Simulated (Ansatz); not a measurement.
According to DFT-PBE in the program Ansatz with PAW potentials, AlNi in the cubic phase (Fd-3m; Ni on 8b, Al on 8a) relaxes to a = 5.846 Å. Its formation energy from the elements is -0.33 eV/atom, with no fitted shifts.

Electronic character: metallic (no gap). The magnetic state found is non-magnetic (starting moments vanished).

An equation-of-state fit gives a bulk modulus of 146 GPa.

The start of the workflow was typed in or built on a structure type; neither database checked (COD, Materials Project) lists it. It is not the phase usual at ambient conditions (space group No. 221). Symmetry was held in the PBE relaxation; whether a distortion lowers the energy is not shown. The workflow began spin-polarised and lost its moments. The references are the lowest solids computed at this level, not always the standard phases.

Potentials: the earlier of the program's two PAW sets.
